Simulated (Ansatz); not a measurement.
Exchange couplings of GdMg (Pm-3m)

The source of the geometry is a structure as deposited in COD, repeated to hold the magnetic orders; atoms and cell stay fixed.

Settings: LDA, 7×7×4 k mesh, Fermi–Dirac smearing of 0.1 eV. PAW means Ansatz 0.2.0 on its default frozen-core files. Site moments are integrated in spheres about the atoms.

The run was typed so:

```yaml
crystal:
  lattice:
    - [3.824, 0.0, 0.0]
    - [0.0, 3.824, 0.0]
    - [0.0, 0.0, 7.648]
  atoms:
    - { symbol: Gd, position: [0.0, 0.0, 0.0], spin: 7.1 }
    - { symbol: Gd, position: [0.0, 0.0, 0.5], spin: -7.1 }
    - { symbol: Mg, position: [0.5, 0.5, 0.25] }
    - { symbol: Mg, position: [0.5, 0.5, 0.75] }
magnetization:
  spin_polarized: true
kpoints:
  mp_grid: { grid: [7, 7, 4] }
scf:
  occupations: { method: fermi_dirac, width: 0.1 }
  lower_state_search: "off"
hamiltonian:
  xc: lda
  pseudopotentials: { kind: paw }
output:
  eigenvalues: false
  eigenstates:
    nscf_kmesh: { grid: [7, 7, 4] }
    top_band: c71
    exchange_couplings: { magnetic: [{ species: Gd }] }
```

Command: `ansatz run input.yaml --threads 2 --pin off --max-ram 6144MiB --backend cpu --events-out ev --progress --plain --runs-dir out`

Site moments (μB): Gd1 7.08, Gd2 -7.08, Mg3 0.00, Mg4 0.00. Cell moment 0.00 μB.

Couplings come from the force theorem (directions of the magnetic atoms constrained, all else relaxed) on a 7×7×4 mesh, with E = −Σ J e_i·e_j over ordered pairs of unit vectors, so positive J favours parallel moments.

```tsv
pair	count	J PAW (meV)
Gd1–Gd at 3.82 Å, set 1	4	+0.72
Gd1–Gd at 3.82 Å, set 2	2	+1.97
Gd1–Gd at 5.41 Å, set 1	4	-1.08
Gd1–Gd at 5.41 Å, set 2	8	-0.74
Gd1–Gd at 6.62 Å	8	-0.07
Gd1–Gd at 7.65 Å, set 1	4	+0.11
Gd1–Gd at 7.65 Å, set 2	2	+0.10
Gd1–Gd at 8.55 Å, set 1	8	+0.08
Gd1–Gd at 8.55 Å, set 2	8	+0.01
Gd1–Gd at 8.55 Å, set 3	8	+0.04
```

Pairs at one distance with different couplings are listed as sets.

The program reports that this state isn't the lowest of its own couplings. The gain of the softest rotation is smaller than what its band sum leaves out of a whole turn, though, so more bands could change its sign.

The couplings come from one mesh, and their convergence in k wasn't tested.

The PAW files were made with PBE; the program remakes their cores once for the run's functional and then keeps them frozen. Without U a semilocal functional puts the f levels too near the Fermi level, which can change moments and the order of magnetic states; site and cell moments are spin moments. The Ansatz runs typed with the search for lower states off end where their start leads. Spin–orbit coupling is left out although heavy atoms are present. With open f shells a run can end in a state that isn't the lowest. None of this fixes the real material's magnetic order: only patterns that fit the cell were computed, at zero temperature, with a functional that can overstate moments.
